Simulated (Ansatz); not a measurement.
A relaxed cell of Ge₂Sb₃O is given with its symmetry left out. The cell was found from a structure generator's guess, not taken from experiment.

Theory: DFT PBE, scalar-relativistic, plane waves, PAW in Ansatz. Cutoff 420 eV, Γ-centred mesh, Gaussian smearing, no spin polarisation.

```
CELL_PARAMETERS angstrom
-2.75666 2.75666 4.94389
2.75666 -2.75666 4.94389
2.75666 2.75666 -4.94389
ATOMIC_POSITIONS crystal
Ge 0.18024 0.18024 0.00000
Ge 0.81976 0.81976 0.00000
Sb 0.75000 0.25000 0.50000
Sb 0.25000 0.75000 0.50000
Sb 0.50000 0.50000 0.00000
O 0.00000 0.00000 0.00000
```

Formation energies are uncorrected and refer to the elements' standard structures at the same level (O₂ as a molecule).

Question: Find its symmetry and describe it.

Answer: I4/mmm (No. 139). Conventional cell: a = 5.513 Å, c = 9.888 Å. Ge has 1 O at 1.78 Å, 4 Sb at 2.84 Å and 1 Sb at 3.16 Å; Sb on a site of symmetry -4m2 has 4 Ge at 2.84 Å; Sb on a site of symmetry 4/mmm is surrounded by 2 Ge at 3.16 Å; around O lie 2 Ge at 1.78 Å.

Question: What is its formation energy per atom?

Answer: +0.03 eV/atom. The separate elements lie lower, so it is unstable against them.

Question: Is it a metal?

Answer: Yes, bands cross the Fermi level on the 10×10×10 mesh.

The last run used a 10×10×10 mesh for its 6-atom cell and Gaussian smearing of 0.10 eV. For metals, differences of a few meV/atom aren't resolved. Spin–orbit coupling, which can matter for Sb, is left out. The cell is a metal run without spin; a magnetic state may lie lower. Symmetry constrained the relaxation, so the result can be a saddle point.
